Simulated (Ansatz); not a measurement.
Data:

Mn$_{2}$SiB$_{2}$:
```cif
data_B2Mn2Si
_chemical_formula_sum 'Si1 Mn2 B2'
_space_group_name_H-M_alt 'P 1'
_space_group_IT_number 1
_cell_length_a 5.27136
_cell_length_b 5.27136
_cell_length_c 2.97575
_cell_angle_alpha 90.000
_cell_angle_beta 90.000
_cell_angle_gamma 147.780
loop_
_space_group_symop_operation_xyz
  'x, y, z'
loop_
_atom_site_label
_atom_site_type_symbol
_atom_site_fract_x
_atom_site_fract_y
_atom_site_fract_z
_atom_site_occupancy
Si1 Si 0.00000 0.00000 0.00000 1
Mn1 Mn 0.36031 0.63969 0.50000 1
Mn2 Mn 0.63969 0.36031 0.50000 1
B1 B 0.20437 0.79563 0.00000 1
B2 B 0.79563 0.20437 0.00000 1
```
The run is spin-polarised; directions of the spins, atom by atom: 0 ↑ ↓ 0 0.

This is the r²SCAN-relaxed structure.

All from DFT-r²SCAN in the program Ansatz with PAW potentials, unless another level is named. Estimate the electronic character.

metallic (no gap).

Predict the density of states at the Fermi level.

0.24 states/eV per atom (mean over ±0.08 eV).

Space group Cmmm. The start of the workflow was typed in or built on a structure type; neither database checked (COD, Materials Project) lists it. Its standing as an ambient phase is unchecked. Symmetry was held in the r²SCAN relaxation, as lowered by the spin order; whether a distortion lowers the energy is not shown. Spin order of the final state: antiferromagnetic, chosen from 2 collinear starts compared on coarse meshes (ties went to the first, and starts can fall back to one state), not a proven ground state. Other orbital occupations within this spin state were not tried.

Potentials: the later of the program's two PAW sets.
